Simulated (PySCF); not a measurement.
PySCF single point, B3LYP/6-31G*, density fitting, C-PCM implicit acetonitrile (electrostatics alone), on formate, CHO2 (SMILES O=C[O-]), charge -1, multiplicity 1.

```python
from pyscf import gto, scf, dft
mol = gto.M(atom='''
O     -1.121746    -0.847063    -0.000008
C     -0.000101    -0.342687     0.000008
O      1.121746    -0.846607    -0.000008
H     -0.000451     0.847063    -0.000007
''', basis='6-31G*', charge=-1, spin=0, verbose=3)
mf = dft.RKS(mol, xc='B3LYP')
mf = mf.density_fit()
mf = mf.PCM()
mf.with_solvent.method = 'C-PCM'
mf.with_solvent.eps = 38.8
mf.max_cycle = 100
e = mf.kernel()
print('converged', mf.converged)
print('E_total', e)
print('nao', mol.nao)
print('HOMO', mf.mo_energy[mf.mo_occ > 0].max())
mf.dip_moment()
```

Output:

```

WARN: PCM is an experimental feature. It is still in testing.
Features and APIs may be changed in the future.

converged SCF energy = -189.278662713197
converged True
E_total -189.27866271319698
nao 44
HOMO -0.19599833929128652

WARN: System has nonzero charge -1; the dipole moment is origin-dependent.
Location of origin: [0. 0. 0.]

Dipole moment(X, Y, Z, Debye):  0.00015,  4.09092,  0.00006
```

The total energy is -5150.53 eV, -2.92 eV from the same level's vacuum run.
